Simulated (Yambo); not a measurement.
Rb₂NaAlF₆: sweep of GW parameters

G0W0@PBEsol for Rb₂NaAlF₆ (space group Fm-3m, No. 225) in Yambo. Reference settings: 2×2×2 Γ-centred k mesh, bands 2 to 286 and a 8 Ry block in the screening, 286 bands in G with the Bruneval-Gonze terminator, plasmon pole fitted at 27.2 eV. The PBEsol gap Γ → Γ on this mesh is 6.65 eV; G0W0 gaps are taken between the same points.

```
change from the reference                                  G0W0 gap Γ → Γ (eV)  shift of the valence edge (eV)        rough Yambo cost
---------------------------------------------------------  -------------------  ------------------------------  ----------------------
reference settings                                                       10.67                           -2.66                       1
110 bands in W, 110 bands in G                                           10.88                           -2.55               about 1/2
wavefunctions cut at 10 Ry                                                9.73                           -1.66               about 1/2
wavefunctions cut at 50 Ry                                               10.67                           -2.65               about 1/2
exchange cut at 10 Ry                                                     8.91                           -0.29                       –
exchange cut at 20 Ry                                                    10.03                           -1.90                       –
73 bands in W, 73 bands in G, 5 Ry block                                 11.33                           -2.73               about 1/5
110 bands in W, 110 bands in G, 3 Ry block                               11.24                           -3.02               about 1/3
160 bands in W, 160 bands in G, 3 Ry block                               11.06                           -3.03               about 1/2
160 bands in W, 160 bands in G, 2 Ry block                               11.46                           -3.46               about 1/2
222 bands in W, 222 bands in G, 2 Ry block                               11.38                           -3.47  within a factor of two
73 bands in W, 73 bands in G, 3 Ry block, no terminator                  11.69                           -2.97               about 1/5
73 bands in W, 73 bands in G, no terminator                              11.15                           -2.31               about 1/4
160 bands in W, 160 bands in G, 3 Ry block, no terminator                11.02                           -2.92               about 1/2
222 bands in W, 222 bands in G, no terminator                            10.56                           -2.40  within a factor of two
```

The reference isn't shown to be the converged limit. Costs are rough (shared machines), scaled to the same edge states, and given only for runs that recompute the screening.

Geometry of the Materials Project entry, not relaxed at this level; primitive cell a = b = c = 5.9745 Å, α = β = γ = 60.00°.

The structure is a Materials Project entry; no match was found in the copy of COD used, and its stability was not checked.

A shift is the quasiparticle energy of the state minus its PBEsol energy.
